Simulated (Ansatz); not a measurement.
Input, command and steps of an Ansatz relaxation.

```yaml
crystal:
  lattice:
    - [3.7855003385, 0.0, 0.0]
    - [-1.8927501692, 3.2783394592, 0.0]
    - [0.0, 0.0, 6.0447964959]
  atoms:
    - { symbol: Cr, position: [0.0, 0.0, 0.5], spin: 2.82 }
    - { symbol: Te, position: [0.3333333333, 0.6666666667, 0.2426440454], spin: -0.14 }
    - { symbol: Te, position: [0.6666666667, 0.3333333333, 0.7573559546], spin: -0.14 }
basis:
  ecutwfc: 420
kpoints:
  mp_grid: { grid: [12, 12, 8] }
hamiltonian:
  xc: pbesol
scf:
  occupations: { method: gaussian, width: 0.1 }
output:
  forces: true
  stress: true
  eigenvalues: true
  populations: true
magnetization:
  spin_polarized: true
relax:
  adjacent_minimum: "off"
  f_tol: 0.01
  max_steps: 30
  cell: { stress_tol: 0.1, fix: [volume] }
```

```bash
ansatz run input.yaml --threads 1 --pin off --max-ram 2560MiB --backend cpu --events-out ev --progress --plain --runs-dir out
```

Method: DFT PBEsol, scalar-relativistic, plane waves, PAW in Ansatz 0.2.0.

The volume is held at 1.03 times that of the relaxed cell.

Of 4 frames 3 are shown, positions in Å and forces in eV/Å; the SCF threshold varies from step to step. Steps run on the plane waves of an earlier cell, with a Pulay correction in the pressure. The basis is chosen afresh for the last frame, the zero of the energies, and at times for earlier ones too; energy and pressure step there, also at an unchanged geometry. The mark taken_back stands on steps that the optimiser undid.

```xyz
3
Lattice="3.7855 0.0000 0.0000 -1.8927 3.2783 0.0000 0.0000 0.0000 6.0448" Properties=species:S:1:pos:R:3:forces:R:3 pbc="T T T" step=1 free_energy_over_end_meV_per_atom=1.74 pressure_GPa=-1.90
Cr    0.0000    0.0000    3.0224    0.0000    0.0000    0.0000
Te    0.0000    2.1856    1.4667    0.0000    0.0000    0.2013
Te    1.8927    1.0928    4.5781    0.0000    0.0000   -0.2013
3
Lattice="3.7752 0.0000 0.0000 -1.8876 3.2694 0.0000 0.0000 0.0000 6.0777" Properties=species:S:1:pos:R:3:forces:R:3 pbc="T T T" step=2 free_energy_over_end_meV_per_atom=5.24 pressure_GPa=0.33 taken_back
Cr    0.0000    0.0000    3.0389    0.0000    0.0000    0.0000
Te    0.0000    2.1796    1.5440    0.0000    0.0000   -0.3661
Te    1.8876    1.0898    4.5338    0.0000    0.0000    0.3661
3
Lattice="3.7781 0.0000 0.0000 -1.8891 3.2719 0.0000 0.0000 0.0000 6.0685" Properties=species:S:1:pos:R:3:forces:R:3 pbc="T T T" step=4 free_energy_over_end_meV_per_atom=0.00 pressure_GPa=-1.15
Cr    0.0000    0.0000    3.0342    0.0000    0.0000    0.0000
Te    0.0000    2.1813    1.4975    0.0000    0.0000    0.0035
Te    1.8891    1.0906    4.5709    0.0000    0.0000   -0.0035
```

The run took 3.2 min on 1 thread of Arm Neoverse V1, with other jobs on the host, peak memory 0.68 GiB.

Spin-orbit coupling is left out, which matters for the bands of heavy elements. The cell holds one magnetic atom, so it can only be ferromagnetic; an antiferromagnetic order may lie lower.